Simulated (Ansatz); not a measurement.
BaTiAs$_{2}$O$_{8}$:
```cif
data_As2BaO8Ti
_chemical_formula_sum 'Ba1 Ti1 As2 O8'
_space_group_name_H-M_alt 'P 1'
_space_group_IT_number 1
_cell_length_a 4.99389
_cell_length_b 4.99389
_cell_length_c 7.82006
_cell_angle_alpha 86.277
_cell_angle_beta 93.723
_cell_angle_gamma 113.942
loop_
_space_group_symop_operation_xyz
  'x, y, z'
loop_
_atom_site_label
_atom_site_type_symbol
_atom_site_fract_x
_atom_site_fract_y
_atom_site_fract_z
_atom_site_occupancy
Ba1 Ba 0.00000 0.00000 0.50000 1
Ti1 Ti 0.00000 0.00000 0.00000 1
As1 As 0.37023 0.62977 0.20524 1
As2 As 0.62977 0.37023 0.79476 1
O1 O 0.31181 0.68819 0.40318 1
O2 O 0.68819 0.31181 0.59682 1
O3 O 0.73896 0.76561 0.18252 1
O4 O 0.26104 0.23439 0.81748 1
O5 O 0.76561 0.73896 0.81748 1
O6 O 0.23439 0.26104 0.18252 1
O7 O 0.22605 0.77395 0.04328 1
O8 O 0.77395 0.22605 0.95672 1
```

This is the r²SCAN-relaxed structure.

**Question.** All from the program Ansatz at the r²SCAN level (PAW), unless another level is named. Estimate the hole effective mass.

**Answer.** 1.7, 1.9, 28 mₑ (principal values).

**Question.** Next, the electron effective mass?

**Answer.** 0.81, 1.5, 11 mₑ (principal values).

**Question.** Give the gap with spin–orbit coupling.

**Answer.** 3.04 eV.

Space group C2/m. The first step of the workflow began from a Materials Project structure, measured or hypothetical; the Crystallography Open Database copy checked does not list it. Its standing as an ambient phase is unchecked. The cell was relaxed with r²SCAN under the symmetry of its start; whether a distortion lowers the energy is not shown. The run is not spin-polarised. Scalar-relativistic: spin–orbit coupling is off unless named, which matters more the heavier the elements.

Potentials: the later of the program's two PAW sets.
